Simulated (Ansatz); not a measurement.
**What DFT gives for Ag$_{4}$Pb**

```xyz
5
Lattice="0.0000 4.8648 0.0000 4.8648 0.0000 0.0000 2.4324 2.4324 -4.5990" Properties=species:S:1:pos:R:3 pbc="T T T"
Ag    2.4324    2.4324   -2.3455
Ag    4.8648    4.8648   -2.2535
Ag    0.0000    2.4324    0.0000
Ag    2.4324    0.0000    0.0000
Pb    0.0000    0.0000    0.0000
```

The numbers come from plane-wave PAW DFT (Ansatz): PBE, no spin polarisation, 420 eV, 8×8×8 Γ-centred k points, fermi-dirac occupations (width 0.1 eV). Nothing was relaxed.

Task: Is the cell too large or too small?

Result: The pressure is 28.7 GPa (compression positive), so with the atoms held at these fractions the cell would first expand; the forces are large, so a full relaxation may end otherwise. The principal stresses 21.0, 21.0, 44.2 GPa differ, so its shape would change too.

Task: Give the Bader charges.

Result: Bader charges in e: Ag -0.14 to -0.01, Pb +0.31. In the mean Pb gives up most and Ag takes most, against the order of Pauling's electronegativities.

Task: Is it stable against the elements?

Result: 1.38 eV an atom against the elements' usual phases (free molecules for gases, crystals otherwise, with no correction for O₂ or N₂), so at this geometry it isn't bound against them. Relaxing would lower it.

Task: What happens at the Fermi level?

Result: It is a metal, with about 0.96 states/eV a cell as the mean within 0.25 eV of the Fermi level, mostly Pb p (45 %), Ag s (22 %) and Ag d (13 %).

Task: Which atom feels the largest force, and which way?

Result: The largest is on Ag1 (and as large on other atoms): 7.64 eV/Å, components (0.00, 0.00, 7.64). It makes 180° with the line to a nearest neighbour, Pb5 at 2.25 Å, pointing away from it.

Task: What do density and ELF say about some of the short contacts?

Result: Ag–Pb at 2.25 Å: least valence density 0.84 e/Å³ and ELF 0.28 there. Both are smooth PAW fields, read partly inside the augmentation spheres.

Origin: a known structure type with other elements, at an estimated volume, so it need not be a known compound. Caveats: atoms or cell far from equilibrium.
